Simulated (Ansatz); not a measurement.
## Surface calculation: fcc Ag (111), 4 layers

The slab is cut from the fcc crystal, the stable phase, as relaxed on PAW files (17.83 Å³/atom), with 16 Å of vacuum and a dipole correction:

```
Ag
1.0
     2.93228    0.00000    0.00000
    -1.46614    2.53943    0.00000
     0.00000    0.00000   23.18260
Ag
4
Direct
  0.00000 0.00000 0.34509
  0.33333 0.66667 0.44836
  0.66667 0.33333 0.55164
  0.00000 0.00000 0.65491
```

All numbers are PBE results (scalar-relativistic) from Ansatz 0.2.0, with a Γ-centred 14×14×1 k mesh, Fermi–Dirac smearing of 0.05 eV, no spin polarisation. Methods: LAPW: all electrons, basis error target 1 meV/atom; PAW: frozen-core files, cutoff 420 eV.

The bulk energy comes from a cell in the slab's orientation on a 14×14×5 mesh. The surface energy is (E(slab) − N·E(bulk))/2A at zero smearing, the mean of both faces; thin slabs carry quantum-size effects.

Question: As cut, the LAPW slab lies 0.678 eV above 4 atoms of bulk. What surface energy is that?

Answer: Over two faces of 7.45 Å² it is 45.5 meV/Å², and times 16.02 J/m² per eV/Å² that gives γ = 0.729 J/m².

Question: What do relaxation and the other method give, and what work function comes out?

Answer: 

```csv
method,γ as cut (J/m²),γ relaxed (J/m²),Φ as cut (eV),Φ relaxed (eV)
LAPW,0.729,0.727,4.46,4.47
PAW,0.729,0.727,4.46,4.47
```

Question: How do the spacings between the planes relax?

Answer: From the bottom face up: d12 -0.5 % of 2.394 Å, d23 -1.3 % of 2.394 Å, d34 -0.5 % of 2.394 Å.

Question: What changes if the vacuum is set to 7 Å?

Answer: LAPW then gives: no gap, work function 4.44 eV; PAW: no gap, work function 4.24 (top) and 4.31 (bottom) eV. The program warns that the vacuum is too thin.

Question: What changes if the images along the normal are cut off in place of the dipole correction?

Answer: LAPW then gives: no gap, work function 4.47 eV; PAW: no gap, work function 4.47 eV.

Question: A 3d core hole is made on one atom of each kind in every 1×1 cell (PAW hole dataset, neutral cell, valence without spin). What does it cost by layer?

Answer: layer 1 367.97 eV, layer 2 368.18 eV. Shifts between layers mean more than the absolute values, and a whole layer of holes screens otherwise than one hole.
